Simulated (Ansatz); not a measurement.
WS2:
```cif
data_S8W4
_chemical_formula_sum 'W4 S8'
_space_group_name_H-M_alt 'Pca21'
_space_group_IT_number 29
_space_group_name_Hall 'P 2c -2ac'
_cell_length_a 5.94071
_cell_length_b 5.89843
_cell_length_c 5.83896
_cell_angle_alpha 90.000
_cell_angle_beta 90.000
_cell_angle_gamma 90.000
loop_
_space_group_symop_operation_xyz
  'x, y, z'
  '-x, -y, z+1/2'
  '-x+1/2, y, z+1/2'
  'x+1/2, -y, z'
loop_
_atom_site_label
_atom_site_type_symbol
_atom_site_symmetry_multiplicity
_atom_site_Wyckoff_symbol
_atom_site_fract_x
_atom_site_fract_y
_atom_site_fract_z
_atom_site_occupancy
W1 W 4 a 0.06453 0.26595 0.24012 1
S1 S 4 a 0.38679 0.07642 0.38243 1
S2 S 4 a 0.26859 0.55629 0.49045 1
```

Relaxed at zero pressure with PBE (plane waves, PAW; program Ansatz).

Q: The volume is lowered by 6 % and shape and atoms relax at that volume. What pressure results, and how do the axes share the change?

A: 9.4 GPa; a -2.5 %, b -1.5 %, c -2.2 %; the energy rises by 29 meV/atom.

Q: Give the new structure.

A: 
Space group Pca2₁ (No. 29); a = 5.7925 Å, b = 5.8126 Å, c = 5.7121 Å, α = β = γ = 90.00°

| atom | site | symmetry | x | y | z |
|---|---|---|---|---|---|
| W | 4a | 1 | 0.0658 | 0.2683 | 0.2408 |
| S | 4a | 1 | 0.3949 | 0.0788 | 0.3777 |
| S | 4a | 1 | 0.2692 | 0.5639 | 0.4944 |

The phase is kept; no other phase was compared at this pressure.

Space group Pca2_1. The start of the workflow was typed in or built on a structure type; neither database checked (COD, Materials Project) lists it. It is not the phase usual at ambient conditions (space group No. 194). The cell was relaxed with PBE under the symmetry of its start; its stability against distortions is not shown here. The workflow began spin-polarised and lost its moments. Scalar-relativistic: spin–orbit coupling is off unless named, which matters more the heavier the elements.

Potentials: the earlier of the program's two PAW sets.
